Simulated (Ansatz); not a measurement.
**Clamped-ion strain scan in Ir**

Method: DFT LDA, scalar-relativistic, plane waves, PAW in Ansatz 0.2.0. The runs took a 420 eV cutoff, a Γ-centred 8×8×8 mesh and Gaussian smearing (0.15 eV). The mesh is coarse. Spin–orbit coupling is left out, which can shift energies with elements as heavy as these. No spin polarisation. Energies are free energies at this smearing, counted from the undisturbed cell; pressure is positive in compression.

Zero of the scan (as given, not relaxed at this level; it stands at -7.0 GPa):

```
Ir
1.0
     0.00000    1.91970    1.91970
     1.91970    0.00000    1.91970
     1.91970    1.91970    0.00000
Ir
1
Direct
  0.00000 0.00000 0.00000
```

The cell is strained by ε times the Voigt pattern (0, 0, 1, 0, 0, 0) (xx, yy, zz, yz, xz, xy; engineering shear) with fractional coordinates fixed. The cell is metallic on the mesh throughout.

Over the sampled range (-0.0600 to 0.0600), is the undisturbed cell the lowest point?

No: the energy is lower at ε = -0.0150, -3.0 in ΔE (meV/atom).

Which end lies higher in energy, -0.0600 or +0.0600?

+0.0600: 120.4 against 73.9.

The scan:

| ε | ΔE (meV/atom) |
| --- | --- |
| -0.0600 | 73.9 |
| -0.0450 | 32.7 |
| -0.0300 | 7.5 |
| -0.0150 | -3.0 |
| 0.0000 | 0.0 |
| 0.0150 | 15.1 |
| 0.0300 | 41.0 |
| 0.0450 | 76.4 |
| 0.0525 | 97.4 |
| 0.0600 | 120.4 |

Cost: 10 runs of about 0.05 core-minutes in all, on AMD EPYC 9R45 (Zen 5) (shared hosts).